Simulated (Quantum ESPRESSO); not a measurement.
**Quadrupole interaction in Si$_{3}$GeC$_{4}$ (changed cell)**

```xyz
8
Lattice="4.4341 0.0000 0.0000 0.0000 4.4341 0.0000 0.0000 0.0000 4.4341" Properties=species:S:1:pos:R:3 pbc="T T T"
Ge     1.1085     1.1085     3.3255
C     -0.0336    -0.0336     0.0336
Si     1.1085     3.3255     1.1085
C     -0.0336     2.2506     2.1834
Si     3.3255     1.1085     1.1085
C      2.2506    -0.0336     2.1834
Si     3.3255     3.3255     3.3255
C      2.2506     2.2506     0.0336
```
The cell was made here from a computed Materials Project entry: one of 4 Si replaced by Ge, cell and atoms relaxed (PBE without dispersion, pw.x of a modified build of Quantum ESPRESSO, symmetry kept). The parent is SiC in F-43m. The swapped cell is a model, not a known phase. Stability against distortions was not tested.

Principal values are ordered |Vxx| ≤ |Vyy| ≤ |Vzz|, η = (Vxx − Vyy)/Vzz, and C_Q = eQVzz/h is given by its size. Cores are frozen. Against all-electron runs on small test molecules, this scheme's |Vzz| missed by +9 % on C, −6 % on Si. The structure is static (0 K, no zero-point motion).

Quadrupole moments taken as inputs (sizes, barn, from the tables of PySCF and pymatgen): ⁷³Ge 0.196.

Q: What do the calculations give at each independent site (field gradients by the PAW reconstruction of the field gradient on a scalar-relativistic PBE ground state (Quantum ESPRESSO, JTH datasets), 20 Ha, k-mesh 5×5×5 through Γ)?

A: 
| site | site symmetry | Vzz (a.u.) | η_Q | ∣C_Q∣ (MHz) |
|---|---|---|---|---|
| Ge (atom 1) | -43m | 0 | – | 0 (⁷³Ge) |
| C (atoms 2, 4, 6, 8) | 3m | 0.077 | 0.00 | – |
| Si (atoms 3, 5, 7) | -42m | -0.059 | 0.00 | – |
